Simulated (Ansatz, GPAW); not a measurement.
# GaGe3 and the functional, program beside program

```
Ge Ga
1.0
     4.27847    0.00000    0.00000
     0.00000    4.27847    0.00000
     0.00000    0.00000    4.27847
Ge Ga
3 1
Cartesian
  2.1392 2.1392 0.0000
  2.1392 0.0000 2.1392
  0.0000 2.1392 2.1392
  0.0000 0.0000 0.0000
```

The cell comes from a database or a generator and needn't be the stable form of this composition.

Kept alike: task band structure; k mesh 6 × 6 × 6; occupations fermi-dirac, width 0.05 eV; no spin polarisation. The mesh is that of the run's cell of 4 atoms. No spin-orbit coupling.

- A: GPAW; the program's PAW data sets (release 1.2.1) made for this functional (LDA); GPAW PAW data sets (gpaw-data 1.2.1) (PBE); PAW data sets generated for this functional (PBEsol), cutoff 600 eV
- B: Ansatz, all-electron LAPW, scalar-relativistic

| functional | A: pressure (GPa) | B: pressure (GPa) |
| --- | --- | --- |
| LDA | -5.10 | -4.82 |
| PBE | -0.36 | -0.02 |
| PBEsol | -3.70 | -3.39 |

Pressure is positive in compression; plane-wave values hold the error of the finite cutoff. For a metal such a mesh leaves the last digits unconverged.

How large is the effect of the functional, and do the programs agree on it?

From LDA to PBE the pressure moves by +4.74 in A, +4.80 in B (GPa). Row by row the programs differ by 0.28 to 0.34, and over this span the shifts, as printed, agree within about 1 %. Shifts from LDA: PBE +4.74, +4.80; PBEsol +1.40, +1.43; the programs' shifts differ by up to 0.06.
